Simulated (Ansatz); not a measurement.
MnIr (L1₀ or tetragonal B2, P4/mmm) under volume change, plane-wave PAW PBEsol (Ansatz code), shape and atoms relaxed at each volume.

```tsv
V (Å³/atom)	E − E(relaxed) (meV/atom)	P (GPa)
11.684	[?]	[?]
12.070	44.1	19.50
12.455	10.4	8.89
12.840	0.0	0.00
13.225	9.2	-7.41
13.610	[?]	[?]
13.996	73.5	-18.62
```

### Question
Some entries are withheld; supply them.

### Answer

- 13.610, E − E(relaxed) (meV/atom): 34.6
- 13.610, P (GPa): -13.55
- 11.684, E − E(relaxed) (meV/atom): 105.7
- 11.684, P (GPa): 32.11

### Question
What does a third-order Birch–Murnaghan fit give for V₀, B₀ and B′?

### Answer
V₀ = 12.84 Å³/atom, B₀ = 269 GPa, B′ = 5.0.

The start of the workflow was typed in or built on a structure type; the Crystallography Open Database files this formula in space group No. 123, but the cells were not matched. Whether it is the stable phase at ambient conditions was not checked. The PBEsol relaxation kept the symmetry of its start, as lowered by the spin order; whether a distortion lowers the energy is not shown. Magnetic state: antiferromagnetic, chosen from 5 collinear starts compared on coarse meshes (ties went to the first, and starts can fall back to one state), not a proven ground state. Spin–orbit coupling is left out wherever it is not named.

Potentials: the earlier of the program's two PAW sets. The files were generated under PBE; for other functionals the program regenerates the frozen cores, and for LDA and PBEsol the local potential too.
